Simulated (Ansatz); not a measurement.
Calculation log, CrO₂ (P4_2/mnm) (phonons)

Method: PBEsol, PAW on Ansatz 0.2.0's default frozen-core files (fitted under PBE), scalar-relativistic, spin-polarised.

Cell and atoms were relaxed beforehand by PAW with this functional.

Command:

```sh
ansatz run input.yaml --threads 2 --pin off --max-ram 10240MiB --backend cpu --events-out ev --progress --plain --runs-dir out
```

input.yaml:

```yaml
crystal:
  lattice:
    - [4.3940707572, 0.0, 0.0]
    - [0.0, 4.3940707572, 0.0]
    - [0.0, 0.0, 2.88562113189]
  atoms:
    - { symbol: Cr, position: [0.0, 0.0, 0.0], spin: 1.7 }
    - { symbol: Cr, position: [0.5, 0.5, 0.5], spin: 1.7 }
    - { symbol: O, position: [0.303231645782, 0.303231645782, 0.0] }
    - { symbol: O, position: [0.196768354218, 0.803231645782, 0.5] }
    - { symbol: O, position: [0.696768354218, 0.696768354218, 0.0] }
    - { symbol: O, position: [0.803231645782, 0.196768354218, 0.5] }
magnetization:
  spin_polarized: true
kpoints:
  mp_grid: { grid: [8, 8, 10] }
scf:
  occupations: { method: fermi_dirac, width: 0.1 }
hamiltonian:
  xc: pbesol
  pseudopotentials: { kind: paw }
phonons:
  supercell: [1, 1, 1]
```

The program printed:

```
Warning: RAYON_NUM_THREADS=2 ignored (pool sized by the plan → 2); use --threads N
Engine: ansatz 0.2.0, x86_64-unknown-linux-gnu
Pseudopotentials: kind: paw
Pseudopotential: Cr, paw, valence charge 14, recommended cutoff 420 eV (normal), Cr.paw.azcp
Pseudopotential: O, paw, valence charge 6, recommended cutoff 420 eV (normal), O.paw.azcp
Functional definition: PBEsol
  exchange = pbesol_x
  correlation = pbesol_c
Crystal: 6 atoms, lattice volume = 55.715 Å³
Basis set: ecut = 420 eV, 1073 PW (Γ), exchange–correlation on 60×60×40 points (8 copies of the dense FFT grid, shifted against one another)
Bands: 34, of which v1, the nominal top of the filled ones, is band 26 counted from 1 (25 counted from 0)
Symmetry: 16 space group operations
Space group: P42/mnm (ITA 136), of the structure as read, at distance tolerance 3.8e-5 Å
Magnetic group: BNS 136.495 (UNI 1155), of the structure as read, at distance tolerance 3.8e-5 Å
k-points: 90 of 640
Non-local potential: Cr, projectors of the file, l = 0: 3, l = 1: 2, l = 2: 3, l = 3: 1
Non-local potential: O, projectors of the file, l = 0: 2, l = 1: 2, l = 2: 1
[... 120 lines left out ...]
  E_local      = -4367.935536  (includes V_loc(G=0)·N_el)
  E_nonlocal   = 350.273665
  E_hartree    = 1743.213734
  E_xc         = -566.244433
  E_vxc        = -726.051832  (∫ρ·V_xc dr)
  E_paw        = -2938.485572  (= ΣΔE_a)
  E_vpaw       = -609.796530  (= ΣTr[D̂ρ^β])
  E_aug_tail   = 0.010684  (compensation charges beyond the density's cutoff)
  E_ewald      = -4541.508181
  E_core_change = 0.461151  (= ΣΔE_core)
  E_smearing   = -0.056945  (= −TS)
  E_closure    = 0.000000  (closes the sum)
  Σ components = -8943.378187   (vs F -8943.378187, Δ=0.00e0)
--- Forces (eV/Å), atoms counted from 1 ---
  atom   1  Cr     0.00000000     0.00000000     0.00000000
  atom   2  Cr     0.00000000    -0.00000000     0.00000000
  atom   3  O      0.00005565     0.00005565     0.00000000
  atom   4  O     -0.00005565     0.00005565     0.00000000
  atom   5  O     -0.00005565    -0.00005565     0.00000000
  atom   6  O      0.00005565    -0.00005565     0.00000000
  max |Σ_I F_I| component: 1.73e-18 eV/Å
--- Phonons: 5 displaced members + reference (amplitude 0.0025 Å, Σ member SCF iterations 55) ---
  symmetry images taken by strict's conditions (phonons.symmetry_images: auto; settled by no image being taken that strict refuses)
  ASR residual: 6.084e-4 → 0.000e0 eV/Å²; symmetrization residual: 1.564e-4 eV/Å²
  largest component of a force at the reference: 5.6e-5 eV/Å
  ASR residual per site (eV/Å²): 6.08e-4 6.08e-4 1.91e-4 1.91e-4 1.91e-4 1.91e-4
  Γ frequencies (cm⁻¹): 0.00 0.00 0.00 157.42 200.22 339.10 339.10 390.34 390.34 443.45 454.08 476.39 476.39 551.96 558.10 558.10 589.74 701.74
  density of states and harmonic sums: on the 14×14×21 q-mesh, interpolated from the force constants of a 1×1×1 supercell (no non-analytic term)
  largest difference from the sums on the solved wave vectors: F 2.91e-1 eV, S 5.49e-4 and C_V 2.58e-4 eV/K
```

The calculation finished and met its thresholds.

**Zone-centre phonons**

Harmonic phonons of a crystal by Kohn-Sham DFT at the given cell, standard atomic masses, acoustic sum rule imposed; negative wavenumbers are unstable modes; optical zone-centre levels upwards with Mulliken labels, activity, and the element with most of the kinetic energy.

| Property | Result |
| --- | --- |
| Point group | 4/mmm |

```csv
number,phonon wavenumber (cm⁻¹),label,infrared,raman,lead element
1,157.4,B1g,no,yes,O
2,200.2,B1u,no,no,Cr
3,339.1,Eu,yes,no,O
4,390.3,Eu,yes,no,Cr
5,443.4,A2u,yes,no,O
6,454.1,A2g,no,no,O
7,476.4,Eg,no,yes,O
8,552,B1u,no,no,O
9,558.1,Eu,yes,no,O
10,589.7,A1g,no,yes,O
11,701.7,B2g,no,yes,O
```

Caveats: frozen-core PAW files fitted under PBE, their cores solved anew for the functional of the run; a lower magnetic state may exist; responses of metals move with mesh and smearing; zone-boundary modes aren't tested; activity by symmetry alone, a metal screens infrared modes.

Time and hardware: 3.3 min on 2 threads of Intel(R) Xeon(R) Platinum 8259CL CPU @ 2.50GHz (Skylake/Cascade Lake), on a shared host, peak memory 1 GiB.
